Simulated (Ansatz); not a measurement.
AgCl (rock salt, Fm-3m), DFT-LDA in the program Ansatz with PAW potentials, all energies at zero smearing, with the estimated change up to a 700 eV cutoff added, with one set of potentials and settings (totals compare only within such a set). Cell of 2 atoms (1 Ag, 1 Cl): -8502.930 eV.

```json
[
 {"element": "Ag", "reference phase": "P6_3/mmc, 4 atoms in the cell", "E (eV/atom)": "-7458.1511"},
 {"element": "Cl", "reference phase": "Cmce, 4 atoms in the cell", "E (eV/atom)": "-1044.0601"}
]
```

Formation energy per atom, worked out: (-8502.930 − 1×(-7458.1511) − 1×(-1044.0601))/2 = -0.359 eV/atom (-35 kJ per mol of atoms), at 0 K, without zero-point energy or fitted corrections.

The cell was relaxed with LDA under the symmetry of its start; phonons on a q-mesh show no instability. No spin polarisation was allowed. The references are the lowest solids computed at this level, not always the standard phases (solids in place of the gases).

Potentials: the later of the program's two PAW sets.
